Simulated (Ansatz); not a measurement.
A geometry of MoRu away from equilibrium: step 2 of the relaxation of a relaxed MoRu cell, doubled along one cell vector, shaken by Gaussian noise of σ = 0.08 Å a coordinate. Calculation: PBEsol (plane waves to 420 eV, PAW, scalar-relativistic; Ansatz, a first-principles code). Γ-centred k-mesh 7×4×11 on the run's cell (coarser than for final values), Fermi–Dirac smearing 0.05 eV.

```
CELL_PARAMETERS angstrom
      3.03612    -3.32023    -0.00961
      6.06476     6.63363    -0.04609
     -0.01528    -0.00573     2.83980
ATOMIC_POSITIONS crystal
  Ru 0.79699 0.10782 0.47934
  Ru 0.78691 0.60874 0.49283
  Ru 0.21730 0.39404 0.48002
  Ru 0.22229 0.89166 0.49714
  Mo 0.29362 0.13934 0.99217
  Mo 0.29686 0.64490 0.99114
  Mo 0.71030 0.35210 0.96680
  Mo 0.71040 0.85600 0.99004
```

Which atoms carry the largest force, and which way does it point?

1.10 eV/Å, on Mo5 (atoms numbered as listed); on Mo5 its components are (1.04, 0.33, -0.04).

What is the pressure?

+1.7 GPa, compression positive.

How much energy per atom can still be gained by relaxing?

0.01 eV/atom; the path ends in Cmmm (No. 65) (AFLOW prototype AB_oC8_65_j_g (as in VIr)).

No spin polarisation in the result.

The end of the path is a generated cell of MoRu: the first start was made by placing the elements on the sites of a structure type, and the end was not matched to a known phase here, so it may be hypothetical.
